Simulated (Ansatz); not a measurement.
**TiC (Fm-3m), a sublattice moved along a line**

Computed with DFT r2SCAN, scalar-relativistic, plane waves, PAW in Ansatz. Settings: plane waves to 500 eV, k-mesh 18×18×18 (Γ-centred), Gaussian smearing 0.15 eV. No spin polarisation. Energies are free energies at this smearing, counted from the undisturbed cell; pressure is positive in compression.

The undisturbed cell (as given, not relaxed at this level; it stands at 0.0 GPa):

```
Ti C
1.0
     0.00000    2.16400    2.16400
     2.16400    0.00000    2.16400
     2.16400    2.16400    0.00000
Ti C
1 1
Direct
  0.00000 0.00000 0.00000
  0.50000 0.50000 0.50000
```

Every C atom is moved by x along the Cartesian unit vector (0.000, 1.000, 0.000); the cell and all other atoms stay fixed. The cell is metallic on the mesh throughout.

```csv
x (Å),ΔE (meV/cell)
-0.1000,44.9
-0.0500,11.4
0.0000,0.0
0.0125,0.7
0.0250,2.9
0.0375,6.4
0.0625,17.8
0.0750,25.6
0.0875,34.6
```

Q: Predict the pressure (GPa) at each point.

A:
```tsv
x (Å)	pressure (GPa)
-0.1000	1.2
-0.0500	0.3
0.0000	0.0
0.0125	0.0
0.0250	0.0
0.0375	0.1
0.0625	0.4
0.0750	0.6
0.0875	0.9
```